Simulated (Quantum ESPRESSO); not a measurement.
Parts of the isotropic shielding in Li$_{2}$Se, by GIPAW with PBE in a modified build of Quantum ESPRESSO, on JTH PAW datasets, 20 Ha, k-mesh 5×5×5 shifted:

```
Li2Se
1.0
    0.00000     2.97605     2.97605
    2.97605     0.00000     2.97605
    2.97605     2.97605     0.00000
Li Se
2 1
Cartesian
  4.46407   4.46407   4.46407
  1.48802   1.48802   1.48802
  0.00000   0.00000   0.00000
```
The geometry is a computed Materials Project entry, not a measured one. It is Li2Se in Fm-3m; whether this form has been observed was not checked. Stability against distortions was not tested.

The core term is that of the free atom's frozen core; the paramagnetic column sums the reconstruction terms. These are absolute shieldings with no macroscopic susceptibility term; δ = σ_ref − σ needs a reference computed alike. In our sweeps, cutoffs and meshes of this size left a few ppm, and up to some 20 ppm on atoms from Zn on. Spin–orbit coupling is left out; its weight grows with the heaviest atom, Se here. The datasets of Se hold no d projectors, which limits absolute σ on these atoms.

| site | core | bare (smooth current) | diamagnetic correction | paramagnetic corrections | σ_iso (ppm) |
|---|---|---|---|---|---|
| Li (atoms 1, 2) | 0.0 | 10.2 | 69.5 | ___ | ___ |
| Se (atom 3) | 2991.5 | 56.4 | -6.0 | ___ | ___ |

Task: What belongs in the gaps?

Result: 
- Li (atoms 1, 2), paramagnetic corrections: -2.5
- Li (atoms 1, 2), σ_iso (ppm): 77.2
- Se (atom 3), paramagnetic corrections: -601.6
- Se (atom 3), σ_iso (ppm): 2440.3
